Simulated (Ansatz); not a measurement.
**Question.** Name crystals whose computed values (DFT-HSE06 in the program Ansatz with PAW potentials) fall in these windows: B₀ by P(V) fit (GPa) 200 to 280; gap (eV) 1.9 to 2.7.

**Answer.** 

```
crystal                              B₀ by P(V) fit (GPa)  gap (eV)
-----------------------------------  --------------------  --------
SiC, zinc blende                                      232      2.22
GaN, rock salt                                        250      1.94
GaN, NiAs type                                        237      2.69
Be2C, fluorite or antifluorite type                   213      1.92
```
Others may fit too.

Built on a structure type that need not be the filed one of that space group: GaN, NiAs type. Not the usual ambient phase: GaN, rock salt; GaN, NiAs type. All cells were relaxed under the symmetry of their starts (and spin orders); stability against distortions was not tested throughout. Scalar-relativistic: spin–orbit coupling is off unless named, which matters more the heavier the elements.

Potentials: the later of the program's two PAW sets.
